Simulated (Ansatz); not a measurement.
Consider the following.

CoC (rock salt, space group No. 225), a = b = c = 3.959 Å, α = β = γ = 90.00°; the cell used has 2 atoms.

This is the PBEsol-relaxed structure.

All from plane-wave PAW PBEsol (Ansatz code), unless another level is named. Give the electronic character.

metallic (no gap).

Predict the density of states at the Fermi level.

1.2 states/eV per atom (mean over ±0.08 eV).

What about the formation energy from the elements (no fitted shifts)?

0.71 eV/atom.

Space group Fm-3m (rock salt). The start of the workflow was typed in or built on a structure type; neither database checked (COD, Materials Project) lists it. Whether it is the stable phase at ambient conditions was not checked. The PBEsol relaxation kept the symmetry of its start; its stability against distortions is not shown here. The workflow began spin-polarised and lost its moments. The cell computed holds one magnetic atom, so no antiferromagnetic order was within reach. Its formation energy is positive at this level, so the cell may be metastable or incomplete. The references are the lowest solids computed at this level, not always the standard phases.

Potentials: the earlier of the program's two PAW sets. The files were generated under PBE; for other functionals the program regenerates the frozen cores, and for LDA and PBEsol the local potential too.
